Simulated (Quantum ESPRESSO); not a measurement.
# AlMg2S3F: finding a planted mistake in a log

A calculation, not a measurement. The program is pw.x of Quantum ESPRESSO 7.5 (plane-wave density functional theory). The cell is made up: 7 atoms on a zincblende/diamond lattice with one site empty, with randomly drawn elements, strain and displacements, not relaxed. PseudoDojo standard norm-conserving files (v0.5 for PBE, v0.4.1 for LDA and PBEsol) set the functional; there is no spin polarisation, spin-orbit coupling or dispersion term, and the masses in the input are unused placeholders.

Intended input:

```
&control calculation='scf', pseudo_dir='./dojo.nc.sr.pbe.v0_5.standard.upf', outdir='./o', disk_io='low', tprnfor=.true., tstress=.true. /
&system ibrav=0, nat=7, ntyp=4, nbnd=30, ecutwfc=84.00895049, nosym=.true., tot_charge=0,
 occupations='smearing', smearing='fd', degauss=0.0018374661
/
&electrons conv_thr=7.350e-09, electron_maxstep=60, /
ATOMIC_SPECIES
Al 1.0 Al.upf
F 1.0 F.upf
Mg 1.0 Mg.upf
S 1.0 S.upf
CELL_PARAMETERS angstrom
5.4655 0.0074 0.0173
0.0074 5.5329 0.064
0.0173 0.064 5.3537
ATOMIC_POSITIONS angstrom
Al 0.0511 2.7619 2.5461
Mg 2.7783 0.1444 2.6588
Mg 2.7168 2.833 -0.0334
S 1.403 1.3019 1.3579
S 1.3238 4.1988 4.1099
S 4.1081 1.3846 3.9532
F 3.9677 4.11 1.3922
K_POINTS automatic
4 4 4 1 1 1
```

The log is shortened where brackets say so; the opening notice, blank lines, dates and the lines on written files are dropped, and the path of the files is cut. It prints rydbergs, bohrs and kilobars, and counts compression as positive stress. Where no state is partly filled, the Fermi energy that it prints is only some level between the filled and the empty states on the mesh, and need not lie in the true gap.

Log of the intended run:

```
     Program PWSCF v.7.5
     Parallel version (MPI & OpenMP), running on       4 processor cores
     Number of MPI processes:                 4
     Threads/MPI process:                     1
     [start-up lines left out]
     bravais-lattice index     =            0
     lattice parameter (alat)  =      10.3284  a.u.
     unit-cell volume          =    1092.3658 (a.u.)^3
     number of atoms/cell      =            7
     number of atomic types    =            4
     number of electrons       =        48.00
     number of Kohn-Sham states=           30
     kinetic-energy cutoff     =      84.0090  Ry
     charge density cutoff     =     336.0358  Ry
     scf convergence threshold =      7.3E-09
     mixing beta               =       0.7000
     number of iterations used =            8  plain     mixing
     Exchange-correlation= PBE
                           (   1   4   3   4   0   0   0)
     [axes and pseudopotential details left out]
   Cartesian axes
     site n.     atom                  positions (alat units)
         1        Al     tau(   1) = (   0.0093495   0.5053305   0.4658467  )
         2        Mg     tau(   2) = (   0.5083311   0.0264201   0.4864668  )
         3        Mg     tau(   3) = (   0.4970787   0.5183393  -0.0061110  )
         4        S      tau(   4) = (   0.2566996   0.2382019   0.2484479  )
         5        S      tau(   5) = (   0.2422088   0.7682326   0.7519670  )
         6        S      tau(   6) = (   0.7516377   0.2533331   0.7232964  )
         7        F      tau(   7) = (   0.7259494   0.7519853   0.2547236  )
     number of k points=    32  Fermi-Dirac smearing, width (Ry)=  0.0018
                       cart. coord. in units 2pi/alat
        k(    1) = (   0.1244377   0.1218570   0.1257523), wk =   0.0625000
        k(    2) = (   0.1236337   0.1189054   0.3810124), wk =   0.0625000
     [further k points left out]
     Dense  grid:   113641 G-vectors     FFT dimensions: (  64,  64,  60)
     Estimated max dynamical RAM per process >     187.05 MB
     Estimated total dynamical RAM >     664.95 MB
     Initial potential from superposition of free atoms
     starting charge      47.9958, renormalised to      48.0000
     Starting wfcs are   30 randomized atomic wfcs
     total cpu time spent up to now is        2.2 secs
     per-process dynamical memory:   131.9 Mb
     Self-consistent Calculation
     iteration #  1     ecut=    84.01 Ry     beta= 0.70
     Davidson diagonalization with overlap
     ethr =  1.00E-02,  avg # of iterations =  5.3
     total cpu time spent up to now is        5.8 secs
     total energy              =    -357.81933201 Ry
     estimated scf accuracy    <       0.66219662 Ry
     iteration #  2     ecut=    84.01 Ry     beta= 0.70
     Davidson diagonalization with overlap
     ethr =  1.38E-03,  avg # of iterations =  2.0
     total cpu time spent up to now is        8.9 secs
     total energy              =    -357.96290368 Ry
     estimated scf accuracy    <       0.47618191 Ry
     [iterations 3 to 8 left out]
     iteration #  9     ecut=    84.01 Ry     beta= 0.70
     Davidson diagonalization with overlap
     ethr =  5.46E-10,  avg # of iterations =  2.0
     total cpu time spent up to now is       30.7 secs
     total energy              =    -358.07304010 Ry
     estimated scf accuracy    <       0.00000004 Ry
     iteration # 10     ecut=    84.01 Ry     beta= 0.70
     Davidson diagonalization with overlap
     ethr =  8.29E-11,  avg # of iterations =  2.1
     total cpu time spent up to now is       33.6 secs
     End of self-consistent calculation
     [lines on levels left out]
     the Fermi energy is     3.3734 ev
!    total energy              =    -358.07304011 Ry
     estimated scf accuracy    <          3.2E-09 Ry
     smearing contrib. (-TS)   =      -0.00000000 Ry
     internal energy E=F+TS    =    -358.07304011 Ry
     The total energy is F=E-TS. E is the sum of the following terms:
     one-electron contribution =    -267.90027442 Ry
     hartree contribution      =     140.07266732 Ry
     xc contribution           =     -63.80167158 Ry
     ewald contribution        =    -166.44376144 Ry
     convergence has been achieved in  10 iterations
     Forces acting on atoms (cartesian axes, Ry/au):
     atom    1 type  1   force =     0.00569827   -0.01057470    0.05087708
     atom    2 type  3   force =     0.00669512   -0.08013938    0.00214973
     atom    3 type  3   force =     0.03649179   -0.01576619    0.02709527
     atom    4 type  4   force =    -0.07206335    0.06900097   -0.04197003
     atom    5 type  4   force =    -0.05730103    0.00589498   -0.06940029
     atom    6 type  4   force =     0.07338414    0.07007117    0.00540891
     atom    7 type  2   force =     0.00709506   -0.03848685    0.02583934
     Total force =     0.209506     Total SCF correction =     0.000121
     Computing stress (Cartesian axis) and pressure
          total   stress  (Ry/bohr**3)                   (kbar)     P=      -21.72
  -0.00014485  -0.00009220   0.00019220          -21.31      -13.56       28.27
  -0.00009220  -0.00019017  -0.00016202          -13.56      -27.97      -23.83
   0.00019220  -0.00016202  -0.00010803           28.27      -23.83      -15.89
     init_run     :      2.11s CPU      2.17s WALL (       1 calls)
     electrons    :     31.25s CPU     31.37s WALL (       1 calls)
     forces       :      0.48s CPU      0.50s WALL (       1 calls)
     stress       :      1.58s CPU      1.58s WALL (       1 calls)
     [timing details left out]
     PWSCF        :     35.48s CPU     35.71s WALL
     JOB DONE.
```

A second run was made from an input with one planted mistake. Its log:

```
     Program PWSCF v.7.5
     Parallel version (MPI & OpenMP), running on       4 processor cores
     Number of MPI processes:                 4
     Threads/MPI process:                     1
     [start-up lines left out]
     bravais-lattice index     =            0
     lattice parameter (alat)  =      10.3284  a.u.
     unit-cell volume          =    1092.3658 (a.u.)^3
     number of atoms/cell      =            7
     number of atomic types    =            4
     number of electrons       =        48.00
     number of Kohn-Sham states=           30
     kinetic-energy cutoff     =      84.0090  Ry
     charge density cutoff     =     336.0358  Ry
     scf convergence threshold =      7.3E-03
     mixing beta               =       0.7000
     number of iterations used =            8  plain     mixing
     Exchange-correlation= PBE
                           (   1   4   3   4   0   0   0)
     [axes and pseudopotential details left out]
   Cartesian axes
     site n.     atom                  positions (alat units)
         1        Al     tau(   1) = (   0.0093495   0.5053305   0.4658467  )
         2        Mg     tau(   2) = (   0.5083311   0.0264201   0.4864668  )
         3        Mg     tau(   3) = (   0.4970787   0.5183393  -0.0061110  )
         4        S      tau(   4) = (   0.2566996   0.2382019   0.2484479  )
         5        S      tau(   5) = (   0.2422088   0.7682326   0.7519670  )
         6        S      tau(   6) = (   0.7516377   0.2533331   0.7232964  )
         7        F      tau(   7) = (   0.7259494   0.7519853   0.2547236  )
     number of k points=    32  Fermi-Dirac smearing, width (Ry)=  0.0018
                       cart. coord. in units 2pi/alat
        k(    1) = (   0.1244377   0.1218570   0.1257523), wk =   0.0625000
        k(    2) = (   0.1236337   0.1189054   0.3810124), wk =   0.0625000
     [further k points left out]
     Dense  grid:   113641 G-vectors     FFT dimensions: (  64,  64,  60)
     Estimated max dynamical RAM per process >     187.05 MB
     Estimated total dynamical RAM >     664.95 MB
     Initial potential from superposition of free atoms
     starting charge      47.9958, renormalised to      48.0000
     Starting wfcs are   30 randomized atomic wfcs
     total cpu time spent up to now is        2.2 secs
     per-process dynamical memory:   132.1 Mb
     Self-consistent Calculation
     iteration #  1     ecut=    84.01 Ry     beta= 0.70
     Davidson diagonalization with overlap
     ethr =  1.00E-02,  avg # of iterations =  5.3
     total cpu time spent up to now is        5.8 secs
     total energy              =    -357.81933201 Ry
     estimated scf accuracy    <       0.66219662 Ry
     iteration #  2     ecut=    84.01 Ry     beta= 0.70
     Davidson diagonalization with overlap
     ethr =  1.38E-03,  avg # of iterations =  2.0
     total cpu time spent up to now is        8.9 secs
     total energy              =    -357.96290368 Ry
     estimated scf accuracy    <       0.47618191 Ry
     iteration #  3     ecut=    84.01 Ry     beta= 0.70
     Davidson diagonalization with overlap
     ethr =  9.92E-04,  avg # of iterations =  2.0
     total cpu time spent up to now is       11.7 secs
     total energy              =    -358.06571515 Ry
     estimated scf accuracy    <       0.02946228 Ry
     iteration #  4     ecut=    84.01 Ry     beta= 0.70
     Davidson diagonalization with overlap
     ethr =  6.14E-05,  avg # of iterations =  6.1
     total cpu time spent up to now is       15.4 secs
     End of self-consistent calculation
     [lines on levels left out]
     the Fermi energy is     3.3374 ev
!    total energy              =    -358.07217221 Ry
     estimated scf accuracy    <       0.00265730 Ry
     smearing contrib. (-TS)   =      -0.00000000 Ry
     internal energy E=F+TS    =    -358.07217221 Ry
     The total energy is F=E-TS. E is the sum of the following terms:
     one-electron contribution =    -267.83591536 Ry
     hartree contribution      =     140.00953760 Ry
     xc contribution           =     -63.80203301 Ry
     ewald contribution        =    -166.44376144 Ry
     convergence has been achieved in   4 iterations
     Forces acting on atoms (cartesian axes, Ry/au):
     atom    1 type  1   force =     0.00446298   -0.00996708    0.05008770
     atom    2 type  3   force =     0.00649900   -0.08025991    0.00232860
     atom    3 type  3   force =     0.03631646   -0.01543855    0.02735157
     atom    4 type  4   force =    -0.06998242    0.06812933   -0.04168172
     atom    5 type  4   force =    -0.05480767    0.00588207   -0.06885530
     atom    6 type  4   force =     0.07025140    0.06900255    0.00556718
     atom    7 type  2   force =     0.00726026   -0.03734840    0.02520196
     Total force =     0.205643     Total SCF correction =     0.066196
     SCF correction compared to forces is large: reduce conv_thr to get better values
     Computing stress (Cartesian axis) and pressure
          total   stress  (Ry/bohr**3)                   (kbar)     P=      -20.44
  -0.00013546  -0.00009367   0.00018653          -19.93      -13.78       27.44
  -0.00009367  -0.00018347  -0.00015351          -13.78      -26.99      -22.58
   0.00018653  -0.00015351  -0.00009794           27.44      -22.58      -14.41
     init_run     :      2.13s CPU      2.19s WALL (       1 calls)
     electrons    :     13.08s CPU     13.15s WALL (       1 calls)
     forces       :      0.50s CPU      0.51s WALL (       1 calls)
     stress       :      1.54s CPU      1.54s WALL (       1 calls)
     [timing details left out]
     PWSCF        :     17.32s CPU     17.49s WALL
     JOB DONE.
```

Question: what was wrong in the second input?

Answer: the self-consistency threshold is too loose. The input lines that differ, file-writing options aside:

```
- &electrons conv_thr=7.350e-09, electron_maxstep=60, /
+ &electrons conv_thr=7.350e-03, electron_maxstep=60, /
```

```
                                            intended run  run with the mistake
                          free energy (eV)     -4871.832             -4871.820
                    smearing term -TS (eV)        0.0000                0.0000
                            pressure (GPa)         -2.17                 -2.04
            largest force component (eV/Å)         2.060                 2.064
largest change of a force component (eV/Å)                               0.081
                                iterations            10                     4
```

For scale, a rerun of the intended cell at 1437 eV and a 6 x 6 x 6 mesh moved values by no more than 0.002 eV in energy, 0.02 GPa in stress and 0.006 eV/Å in force.